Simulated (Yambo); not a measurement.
A BSE run in Yambo for CsHF$_{2}$ (space group I4/mcm, No. 140) (LDA bands; 4×4×4 mesh, 14 valence and 9 conduction bands, static screening with 78 bands and a 3 Ry block, scissor 3.90 eV, Tamm-Dancoff; field along x) gives:

```tsv
state	energy (eV)	states within 2 meV	relative strength	class
1	8.90	3	< 0.01	dark
2	9.03	1	< 0.01	dark
3	9.27	2	1.00	strong
4	9.46	1	< 0.01	dark
5	9.60	1	< 0.01	dark
```

Axes are Cartesian, with cell vectors (Å) (-3.06, 3.06, 3.89), (3.06, -3.06, 3.89), (3.06, 3.06, -3.89).

**Question.** What changes when the light is polarised along z instead?

**Answer.** The energies stay; the strengths change. The first strong state is now at 9.46 eV instead of 9.27 eV.
```json
[
 {"state": "1", "energy (eV)": "8.90", "states within 2 meV": "3", "relative strength": "< 0.01", "class": "dark"},
 {"state": "2", "energy (eV)": "9.03", "states within 2 meV": "1", "relative strength": "< 0.01", "class": "dark"},
 {"state": "3", "energy (eV)": "9.27", "states within 2 meV": "2", "relative strength": "< 0.01", "class": "dark"},
 {"state": "4", "energy (eV)": "9.46", "states within 2 meV": "1", "relative strength": "1.00", "class": "strong"},
 {"state": "5", "energy (eV)": "9.60", "states within 2 meV": "1", "relative strength": "< 0.01", "class": "dark"}
]
```
Each run's strengths are scaled to its own strongest state. These are vertical excitations (zero momentum). The scissor comes from a G0W0 run whose convergence isn't established.

Geometry of the Materials Project entry, not relaxed at this level; primitive cell a = 5.814 Å, b = 5.814 Å, c = 5.814 Å, α = 116.57°, β = 116.57°, γ = 96.04°.

The structure is a Materials Project entry; no match was found in the copy of COD used, and its stability was not checked.
